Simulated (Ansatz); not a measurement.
A relaxed structure of AlN. These are r2SCAN (plane waves to 500 eV, PAW, scalar-relativistic; Ansatz, an electronic-structure program) values and carry that method's errors.

```cif
data_AlN
_chemical_formula_sum 'Al1 N1'
_space_group_name_H-M_alt 'P 1'
_space_group_IT_number 1
_cell_length_a 2.85511
_cell_length_b 2.85511
_cell_length_c 2.85511
_cell_angle_alpha 60.000
_cell_angle_beta 60.000
_cell_angle_gamma 60.000
loop_
_space_group_symop_operation_xyz
  'x, y, z'
loop_
_atom_site_label
_atom_site_type_symbol
_atom_site_fract_x
_atom_site_fract_y
_atom_site_fract_z
_atom_site_occupancy
Al1 Al 0.00000 0.00000 0.00000 1
N1 N 0.50000 0.50000 0.50000 1
```

### Question
Find the space group and the Wyckoff positions (tolerance 0.01 Å).

### Answer
Space group Fm-3m (No. 225); a = 4.0377 Å, b = 4.0377 Å, c = 4.0377 Å, α = 90.00°, β = 90.00°, γ = 90.00°

```
atom  site  symmetry       x       y       z
----  ----  --------  ------  ------  ------
Al      4a      m-3m  0.0000  0.0000  0.0000
N       4b      m-3m  0.5000  0.5000  0.5000
```

This is the rock salt type.

### Question
Give the shortest distances between elements (the closest pairs, up to four, under 3.6 Å).

### Answer
Al–N 2.02 Å; Al–Al 2.86 Å; N–N 2.86 Å.

* **Volume per atom**: 8.23 Å³
* **Band gap**: 5.52 eV, indirect (valence top at Γ, conduction bottom at X) (no spin-orbit coupling)
* **Smallest direct gap**: 6.53 eV at Γ

No spin polarisation in the result.

The run could not lose the symmetry of its start; a randomly shaken copy of 4 atoms returns to this structure.

The relaxed structure has the type that AlN is known to take under pressure; here it was relaxed at zero pressure, from a generated start.
